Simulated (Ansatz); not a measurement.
Starting cell, TiAl$_{3}$ (D022 type, space group I4/mmm):

```yaml
crystal:
  lattice:
    - [-1.92294, 1.92294, 4.30997]
    - [1.92294, -1.92294, 4.30997]
    - [1.92294, 1.92294, -4.30997]
  atoms:
    - { symbol: Al, position: [0.50000, 0.50000, 0.00000] }
    - { symbol: Al, position: [0.75000, 0.25000, 0.50000] }
    - { symbol: Al, position: [0.25000, 0.75000, 0.50000] }
    - { symbol: Ti, position: [0.00000, 0.00000, 0.00000] }
```

In this cell atom 4 (Ti, nearest neighbour Al at 2.719 Å; its periodic images, 3.8 Å or more away, move with it) is moved by u·(0.707, 0.707, 0.000) + v·(0.000, 0.000, 1.000); the rest is frozen.

Calculation: PBE (plane waves to 420 eV, PAW, scalar-relativistic; Ansatz, a program for electronic structure). k mesh 14×14×14 (Γ-centred), Fermi-Dirac smearing 0.05 eV. The energy includes the smearing's −TS. Points where atoms come too close for the PAW data are left out (x in tables, blank in figures). With partly filled bands, energies and forces of such displacements shift with the k mesh and the smearing. TiAl3 is run without spin polarisation. TiAl3 was relaxed with its symmetry unable to fall. ΔE is measured from the undisplaced structure. Axes are in Å.

| ΔE (eV/cell) | u = -0.680 | u = -0.453 | u = -0.227 | u = 0.000 | u = 0.227 | u = 0.453 | u = 0.680 |
|---|---|---|---|---|---|---|---|
| v = -0.680 | 5.107 | 3.247 | (withheld) | (withheld) | (withheld) | 3.247 | 5.107 |
| v = -0.453 | x | (withheld) | 1.079 | 0.789 | 1.079 | (withheld) | x |
| v = -0.227 | x | 1.320 | (withheld) | 0.193 | (withheld) | 1.320 | x |
| v = 0.000 | x | 1.105 | 0.256 | 0.000 | 0.256 | 1.105 | x |
| v = 0.227 | x | 1.320 | (withheld) | 0.193 | (withheld) | 1.320 | x |
| v = 0.453 | x | (withheld) | 1.079 | 0.789 | 1.079 | (withheld) | x |
| v = 0.680 | 5.107 | 3.247 | (withheld) | (withheld) | (withheld) | 3.247 | 5.107 |

Problem. Fill in the missing entries.

Solution. 
- v = -0.680, u = -0.227: 2.177
- v = -0.680, u = 0.000: 1.829
- v = -0.680, u = 0.227: 2.177
- v = -0.453, u = -0.453: 2.004
- v = -0.453, u = 0.453: 2.004
- v = -0.227, u = -0.227: 0.456
- v = -0.227, u = 0.227: 0.456
- v = 0.227, u = -0.227: 0.456
- v = 0.227, u = 0.227: 0.456
- v = 0.453, u = -0.453: 2.004
- v = 0.453, u = 0.453: 2.004
- v = 0.680, u = -0.227: 2.177
- v = 0.680, u = 0.000: 1.829
- v = 0.680, u = 0.227: 2.177

(For displaced atoms, the force is minus the slope of the energy, and its curvature is a force constant, which sets phonon frequencies.)
